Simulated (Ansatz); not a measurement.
SnCl, before and after

The guess for SnCl was made by a generator: random cell by space group and Wyckoff sites (P4/nmm, No. 129). Its size is a rough estimate.

start.xyz

```xyz
4
Lattice="4.3209 0.0000 0.0000 0.0000 4.3209 0.0000 0.0000 0.0000 6.8100" Properties=species:S:1:pos:R:3 pbc="T T T"
Sn    2.1604    0.0000    0.0434
Sn    0.0000    2.1604    6.7666
Cl    2.1604    0.0000    3.8119
Cl    0.0000    2.1604    2.9981
```

Theory: DFT PBE, scalar-relativistic, plane waves, PAW in Ansatz. Cutoff 420 eV, Gaussian smearing, Γ-centred meshes. Cell and atoms relax first on a coarse mesh and then on a finer one. In between, the cell is made exact in the group found at 0.06 Å. In metals the finer mesh still leaves noise of several meV/atom or more. The steps can't lower the symmetry of their start. No spin polarisation.

end.xyz

```xyz
4
Lattice="4.3200 0.0000 0.0000 0.0000 4.3200 0.0000 0.0000 0.0000 8.3776" Properties=species:S:1:pos:R:3 pbc="T T T"
Sn    2.1600    0.0000    8.1006
Sn    0.0000    2.1600    0.2770
Cl    2.1600    0.0000    5.7223
Cl    0.0000    2.1600    2.6553
```

The symmetry stays P4/nmm (No. 129). The volume per atom grows by 23.0 %, from 31.8 to 39.1 Å³. The shortest distance goes from 3.04 Å (Sn–Cl) to 2.38 Å (Sn–Cl). The ratio c/a of the conventional cell changes by a factor of 1.23. The energy falls by about 0.54 eV/atom (the start's value is from the coarse mesh). The end is written in a standard setting, so origin, axes and order of atoms can differ from the start's.

```json
{"Volume per atom": "39.1 Å³", "Density": "3.3 g/cm³", "Formation energy": "−0.59 eV/atom", "Gap on the 12×12×6 mesh of the 4-atom cell": "0 eV (a metal)"}
```

The zero of energy is the elements' standard structures at the same level (Cl₂ as a molecule); no fitted shifts are applied. The references include grey tin. A negative formation energy is needed for stability but isn't enough: competing phases decide.

The last run used Gaussian smearing of 0.10 eV. No dispersion correction is applied, so the spacing and binding between layers, chains or molecules are poorly described. A structure relaxed within its symmetry needn't be a true minimum. In all, the 3 runs took 4.9 min on 1 thread of Intel(R) Xeon(R) Platinum 8259CL CPU @ 2.50GHz (Skylake/Cascade Lake), with other jobs on the host.
